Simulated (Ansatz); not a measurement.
Values for one crystal, relaxed and computed with the program Ansatz at the LDA level (PAW); other levels are named.

| Item | Value |
|---|---|
| Volume per atom | 24.11 Å³ |
| Electronic character | metallic (no gap) |
| Pressure derivative B′ | 4.2 |
| Bulk modulus (Birch–Murnaghan fit) | 39.9 GPa |
| Formation energy from the elements (no fitted shifts) | -0.95 eV/atom |
| Density of states at the Fermi level | 0.18 states/eV per atom (mean over ±0.08 eV) |

Problem. Which of these materials gives this?
A. Sr3Li4Sb4, Immm (Pearson symbol oI22)
B. La3Te4, I-43d (Te on 16c, La on 12a)
C. InSb, zinc blende
D. LaB2C2, P4/mbm (La on 2a, B on 4h, C on 4h)

Solution. A, Sr3Li4Sb4, Immm (Pearson symbol oI22)

The workflow started from an entry of the Crystallography Open Database (COD). Its standing as an ambient phase is unchecked. The LDA relaxation kept the symmetry of its start; whether a distortion lowers the energy is not shown. The references are the lowest solids computed at this level, not always the standard phases. Scalar-relativistic: spin–orbit coupling is off unless named, which matters more the heavier the elements.

Potentials: the later of the program's two PAW sets.
